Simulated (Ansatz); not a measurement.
# From the elastic tensor of ZrZn at 5 GPa (stress–strain coefficients) to moduli and sound speeds

Method: Ansatz 0.2.0, DFT LDA, scalar-relativistic, plane waves, PAW. Settings: 420 eV plane-wave cutoff, Γ-centred 14×14×14 mesh, Fermi-Dirac smearing of 0.15 eV. No spin polarisation.

It takes space group Pm-3m (No. 221, cubic). The conventional cell has a = 3.221 Å, b = 3.221 Å, c = 3.221 Å, α = 90.00°, β = 90.00°, γ = 90.00°. Around Zr (site symmetry m-3m) lie 8 Zn at 2.79 Å. Around Zn (site symmetry m-3m) lie 8 Zr at 2.79 Å.

In a metal, frequencies and elastic constants depend on the k mesh and the smearing, soft modes and shear constants most. Other phases may be more stable at this pressure.

Relaxed-ion constants (GPa, on the Cartesian axes of the calculation):
```
167.7 135.5 135.5   0.0   0.0   0.0
135.5 167.7 135.5   0.0   0.0   0.0
135.5 135.5 167.7   0.0   0.0   0.0
  0.0   0.0   0.0  81.0   0.0   0.0
  0.0   0.0   0.0   0.0  81.0   0.0
  0.0   0.0   0.0   0.0   0.0  81.0
```

Density 7.781 g/cm³; 2 atoms in 33.42 Å³.

The values that follow are for a polycrystal of randomly turned grains, by Hill's mean where one number stands. In a crystal this anisotropic the Voigt and Reuss bounds lie far apart, so Hill's mean and the sound speeds and Debye temperature from it are rough.

With S = C⁻¹: B_V = (C11+C22+C33+2(C12+C13+C23))/9, G_V = (C11+C22+C33−C12−C13−C23+3(C44+C55+C66))/15, 1/B_R = S11+S22+S33+2(S12+S13+S23), 15/G_R = 4(S11+S22+S33−S12−S13−S23)+3(S44+S55+S66); Hill is their mean. Then v_l = √((B+4G/3)/ρ), v_t = √(G/ρ), v_m = [(2/v_t³+1/v_l³)/3]^(−1/3) and Θ = (ħ/k_B)·v_m·(6π²n/V)^(1/3) for n atoms in the volume V; E = 9BG/(3B+G), ν = (3B−2G)/(2(3B+G)) and A^U = 5G_V/G_R + B_V/B_R − 6.

```json
{
  "Bulk modulus, Voigt / Reuss / Hill": "146.2 / 146.2 / 146.2 GPa",
  "Shear modulus, Voigt / Reuss / Hill": "55.0 / 31.0 / 43.0 GPa",
  "Young's modulus": "118 GPa",
  "Poisson ratio": "0.366",
  "Pugh ratio B/G": "3.40",
  "Universal anisotropy index": "3.87",
  "Longitudinal and transverse sound speeds": "5115 and 2352 m/s",
  "Debye temperature from the mean sound speed": "309 K"
}
```

Cost: 1 run of about 1.3 core-minutes, on Arm Neoverse V2 (shared hosts).